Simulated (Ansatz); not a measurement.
An Ansatz (a quantum-chemistry and plane-wave program) input:

Ansatz 0.2 input:
```yaml
crystal:
  lattice:
    - [2.7560572433, 0.0, 0.0]
    - [-1.3780286216, 2.386815587, 0.0]
    - [0.0, 0.0, 4.8989521868]
  atoms:
    - { symbol: Mo, position: [0.3333333333, 0.6666666667, 0.25] }
    - { symbol: Mo, position: [0.6666666667, 0.3333333333, 0.75] }
kpoints:
  mp_grid: { grid: [12, 12, 6] }
  band_path:
    path:
      - [[0.0, 0.0, 0.0], [0.5, 0.0, 0.0], [0.3333333333, 0.3333333333, 0.0], [0.0, 0.0, 0.0], [0.0, 0.0, 0.5], [0.5, 0.0, 0.5], [0.3333333333, 0.3333333333, 0.5], [0.0, 0.0, 0.5]]  # Γ-M-K-Γ-A-L-H-A
      - [[0.5, 0.0, 0.5], [0.5, 0.0, 0.0]]  # L-M
      - [[0.3333333333, 0.3333333333, 0.5], [0.3333333333, 0.3333333333, 0.0]]  # H-K
    npoints: 8
basis: { xc_grid: 2 }
hamiltonian:
  xc: pbe
  pseudopotentials: { azcp: { folder: ./paw }, kind: paw_fr }
magnetization: { noncollinear: true, spin_orbit: true }
scf:
  n_extra_bands: 12
  convergence: { dr2_threshold: 0.0000000001 }
  occupations: { method: gaussian, width: 0.05 }
output: { eigenvalues: true }
```

Task: How many symmetry operations and irreducible k-points will the run report?

Result: 24 operations, 76 of 864 k-points.

Task: With a cutoff of 420 eV, how many plane waves at Γ?

Result: 647.

It took very roughly 20 core-seconds on shared server cores.

Space group P6_3/mmc (hcp (Mg type)). The start of the workflow was typed in or built on a structure type; the Crystallography Open Database copy checked does not list it. It is not the phase usual at ambient conditions (space group No. 229). The PBE relaxation kept the symmetry of its start; its stability against distortions is not shown here. The run is not spin-polarised.

Potentials: the earlier of the program's two PAW sets.

Ansatz is a plane-wave DFT program.
